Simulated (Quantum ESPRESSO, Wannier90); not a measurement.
## Tight-binding from DFT: ZrO2 (P4₂/nmc)

```xyz
6
Lattice="3.6002 0.0000 0.0000 0.0000 3.6002 0.0000 0.0000 0.0000 5.2252" Properties=species:S:1:pos:R:3 pbc="T T T"
Zr     0.0000     0.0000     0.0000
Zr     1.8001     1.8001     2.6126
O      0.0000     1.8001     1.5768
O      0.0000     1.8001    -1.0358
O      1.8001     0.0000     1.0358
O      1.8001     0.0000    -1.5768
```

Materials Project entry mp-2574; symmetrised, unrelaxed at this level. COD (Crystallography Open Database) has the formula in 4 space groups, this one among them (matched by group alone). Computed values, not measurements, from PBEsol: Quantum ESPRESSO (norm-conserving PseudoDojo potentials, cutoff 68 Ry, spinors with spin-orbit coupling) on a Γ-centred 6×6×4 mesh, then Wannier90. Density: 8×8×6 mesh, cold smearing 0.01 Ry.

Bands 49-56 form an isolated set from 4.00 to 5.61 eV relative to the valence-band maximum (on the path) and are turned into 8 Wannier functions by minimising the spread from the start: SCDM (isolated).

Centres (Cartesian, Å; one of the equivalent choices) and spreads:

```
n       x       y       z  spread (Å²)  nearest atom
-  ------  ------  ------  -----------  ------------
1   0.000   0.000   0.000        3.255           Zr1
2   1.800  -1.800  -2.613        3.255           Zr2
3   0.000   0.000   0.000        3.255           Zr1
4  -1.800  -1.800  -2.613        3.255           Zr2
5   0.000   0.000  -0.007        3.257           Zr1
6  -1.800  -1.800   2.606        3.256           Zr2
7   0.000   0.000   0.007        3.256           Zr1
8  -1.800  -1.800  -2.606        3.258           Zr2
```

Ω_I = 25.88 Å², Ω_total = 26.05 Å²; the interpolated bands follow pw.x to 4.9 meV rms on the path. Only this start was tried; a symmetric start can stop on a saddle, and mixtures of these functions could lower the total by at most Ω_total − Ω_I.
